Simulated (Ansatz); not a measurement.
SbRu:
Space group Pnma (No. 62); a = 5.8717 Å, b = 3.8230 Å, c = 6.5989 Å, α = 90.00°, β = 90.00°, γ = 90.00°

| atom | site | symmetry | x | y | z |
|---|---|---|---|---|---|
| Ru | 4c | .m. | 0.0048 | 0.2500 | 0.2085 |
| Sb | 4c | .m. | 0.2013 | 0.2500 | 0.5827 |

Relaxed with r²SCAN.

**Question.** Tabulate the valence density and the electron localisation function along the shortest Sb–Sb contact (3.23 Å), r²SCAN (plane waves, PAW; program Ansatz).

**Answer.** 

| distance from Sb (Å) | density (e/Å³) | ELF |
|---|---|---|
| 0.32 | 12.54 | 0.00 |
| 0.48 | 6.00 | 0.04 |
| 0.65 | 2.42 | 0.17 |
| 0.81 | 1.03 | 0.28 |
| 0.97 | 0.56 | 0.31 |
| 1.13 | 0.37 | 0.34 |
| 1.29 | 0.27 | 0.38 |
| 1.45 | 0.22 | 0.36 |
| 1.62 | 0.21 | 0.34 |
| 1.78 | 0.22 | 0.36 |
| 1.94 | 0.27 | 0.38 |
| 2.10 | 0.37 | 0.34 |
| 2.26 | 0.56 | 0.31 |
| 2.42 | 1.03 | 0.28 |
| 2.58 | 2.42 | 0.17 |
| 2.75 | 6.00 | 0.04 |
| 2.91 | 12.54 | 0.00 |

The density is the valence pseudo-density with augmentation charge, so density and ELF within about 1 Å of a nucleus are not all-electron values.

The workflow started from an entry of the Crystallography Open Database (COD). Whether it is the stable phase at ambient conditions was not checked. Symmetry was held in the r²SCAN relaxation; whether a distortion lowers the energy is not shown. The run is not spin-polarised. Spin–orbit coupling is left out wherever it is not named.

Potentials: the later of the program's two PAW sets.
